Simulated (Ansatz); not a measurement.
Level: PBE, no spin polarisation; 420 eV; 6×6×6 Γ-centred mesh; fermi-dirac occupations (width 0.1 eV); Ansatz 0.2.0, fixed geometry.

Computed maps in the lattice plane spanned by a (left to right, 4.73 Å, 14 points from zero) and c (bottom to top, 4.71 Å, 14 points from zero), 90° apart, at height 0.795 along b. The fields are smooth PAW ones with compensation charges, not the true ones near nuclei.

Valence density. Digits on a logarithmic scale: 0 up to 0.03 e/Å³, each further digit a factor of 1.6, 9 from 1.3 e/Å³ up:
```
99996579999757
78875458997546
56654334654334
56653222332224
89975322222235
99997322222247
99997422222348
99997322222247
89975322222235
56653222332224
56654334654334
78875458997546
99996579999757
99997689999867
```

ELF. Ten even steps from '0' (0.05) to '9' (0.86):
```
96798059999418
99997018997017
44443001330013
01100000000000
79961013443101
99996016886107
98997017996118
99996016886107
79961013443101
01100000000000
44443001330013
99997018997017
96798059999418
80198079899518
```

Problem. The cell is Na$_{3}$Ca$_{7}$N$_{2}$. Which atoms lie within 0.2 Å of this plane, and where (fractions of a and c)?

Solution. N at (0.10, 0.00), Ca at (0.60, 0.00), Ca at (0.10, 0.50). The whole cell:
```xyz
12
Lattice="4.7267 0.0000 0.0000 2.3634 -11.9424 0.0000 0.0000 0.0000 -4.7075" Properties=species:S:1:pos:R:3 pbc="T T T"
Ca    0.0000    0.0000    0.0000
N     2.3634   -9.4894    0.0000
N     4.7267   -2.4530    0.0000
Ca    2.3634   -2.3875    0.0000
Ca    4.7267   -9.5549    0.0000
Ca    2.3634   -7.2084    0.0000
Ca    4.7267   -4.7340    0.0000
Na    2.3634   -4.9401   -2.3537
Na    4.7267   -7.0023   -2.3537
Na    2.3634    0.0000   -2.3537
Ca    2.3634   -9.5587   -2.3537
Ca    4.7267   -2.3837   -2.3537
```

Origin: a known structure type with other elements, at an estimated volume, so it need not be a known compound. Caveats: many states at the Fermi level without spin polarisation, so a magnetic state may lie lower.
